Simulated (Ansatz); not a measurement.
**Magnetic orders of ReS**

Computed with DFT r2SCAN, scalar-relativistic, plane waves, PAW (Ansatz 0.2.0).

```yaml
crystal:
  lattice:
    - [0.00000, 2.48420, 2.48420]
    - [2.48420, 0.00000, 2.48420]
    - [2.48420, 2.48420, 0.00000]
  atoms:
    - { symbol: Re, position: [0.00000, 0.00000, 0.00000] }
    - { symbol: S, position: [0.50000, 0.50000, 0.50000] }
```

* plane-wave cutoff: 500 eV
* Γ-centred k-mesh: 14×14×14
* occupation rule: Gaussian smearing, 0.1 eV
* list of starting moments (μB, in atom order): 2 0
* check for lower electronic states after the SCF: asked for but not made

All runs keep this geometry, which stands near equilibrium for the lowest state (largest force there 0.000 eV/Å, pressure 0.0 GPa) and needn't be a stable compound; relaxing each order would shift the differences by some 18 meV/atom, going by the pressures and a bulk modulus of about 150 GPa. A propagation vector, in units of the reciprocal vectors, doubles the cell, which takes an equally dense mesh. The large starts are 3.5 0 μB. The small starts are 0.5 0 μB. Spin–orbit coupling is left out, which for heavy magnetic ions can matter as much as these differences. r2SCAN tends to overstate moments in metals, so a weak moment here may be absent in the real material. Site moments are spin moments in atom-centred spheres that scale with the neighbour distance. The states are those that the runs reached from these starts; a lower one can exist.

**Question.** Starts tried: no spin; ferromagnetic; large parallel starting moments; antiferromagnetic, doubled cell, propagation vector (0, 0, 1/2); antiferromagnetic, doubled cell, propagation vector (0, 1/2, 1/2); small parallel starting moments. Which state comes out lowest, and what are the moments?

**Answer.** The lowest state is ferromagnetic, reached from the start “ferromagnetic” and the start “large parallel starting moments” and the start “small parallel starting moments”, with site moments (μB) Re +1.47, S +0.07.

```
                                                            start ends energy above lowest (meV/atom) site moments (μB) gap on mesh (eV) P (GPa)
                                                          no spin non-magnetic                             128      none over 0.05             metal     -7.5
                                                    ferromagnetic ferromagnetic                            0.00   Re +1.47, S +0.07             metal      0.0
                                  large parallel starting moments ferromagnetic                            0.00   Re +1.47, S +0.07             metal      0.0
  antiferromagnetic, doubled cell, propagation vector (0, 0, 1/2) antiferromagnetic                            60.8  Re +1.06, Re -1.06             metal     -2.9
antiferromagnetic, doubled cell, propagation vector (0, 1/2, 1/2) antiferromagnetic                            75.5  Re +1.19, Re -1.19             metal     -2.3
                                  small parallel starting moments ferromagnetic                            0.00   Re +1.47, S +0.07             metal      0.0
```

Cost: 6 runs of about 12 core-minutes in all, on Oxide Virtual Turin-like Processor (Zen 5) (shared hosts).